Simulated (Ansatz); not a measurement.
Values for one crystal, relaxed and computed with plane-wave PAW PBE (Ansatz code); other levels are named.

```yaml
volume_per_atom: 11.60 Å³
electronic_character: metallic (no gap)
Formation energy from the elements (no fitted shifts): -0.59 eV/atom
Pressure derivative B′: 4.3
Bulk modulus (Birch–Murnaghan fit): 1790 kbar
Density of states at the Fermi level: 0.33 states/eV per atom (mean over ±0.08 eV)
```

Question: Which compound is it?
A) AlIr, rock salt
B) TiAl, L1₀ or tetragonal B2
C) AlCo, CsCl type
D) AlPt, rock salt

Answer: C, AlCo, CsCl type

Space group Pm-3m (CsCl type). The PBE relaxation kept the symmetry of its start. The workflow began spin-polarised and lost its moments. The cell computed holds one magnetic atom, so no antiferromagnetic order was within reach. The references are the lowest solids computed at this level, not always the standard phases.

Potentials: the earlier of the program's two PAW sets.
